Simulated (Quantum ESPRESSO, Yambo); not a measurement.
## Quasiparticle gap of AgI at -3 % isotropic strain

```xyz
4
Lattice="4.4199 0.0000 0.0000 -2.2100 3.8278 0.0000 0.0000 0.0000 7.2210" Properties=species:S:1:pos:R:3 pbc="T T T"
Ag     0.0000     2.5518     0.0177
Ag     2.2100     1.2759     3.6282
I      0.0000     2.5518     2.7256
I      2.2100     1.2759     6.3361
```

The PBEsol cell relaxed from Materials Project entry mp-22894 was given an isotropic strain of -3 % on all lattice vectors, and the atoms were relaxed again.

Starting point: norm-conserving PBEsol (Quantum ESPRESSO, 82 Ry, no spin-orbit coupling). G0W0 in Yambo: 3×3×2 Γ-centred k mesh, bands 9 to 205 and a 7 Ry block in the screening, 205 bands in G with the Bruneval-Gonze terminator, plasmon pole fitted at 27.2 eV.

| Item | Result |
|---|---|
| PBEsol gap along the band path | 1.23 eV |
| PBEsol gap between the mesh's edge points (Γ → Γ) | 1.23 eV |
| G0W0 gap between the same points | 2.31 eV |

```csv
k point,band,E PBEsol (eV),E QP (eV),shift (eV),Z
Γ,VB,0.00,-0.72,-0.72,0.80
Γ,CB,1.23,1.60,0.36,0.82
A,VB,-0.47,-1.23,-0.75,0.80
A,CB,2.56,2.95,0.39,0.82
H,VB,-1.41,-2.22,-0.81,0.79
H,CB,3.84,4.27,0.43,0.82
```

Energies count from the PBEsol valence-band maximum.

Convergence of the G0W0 settings was not tested. The k mesh is coarse.

Spin-orbit coupling is left out, which matters for elements this heavy: edges can move by tenths of an eV.
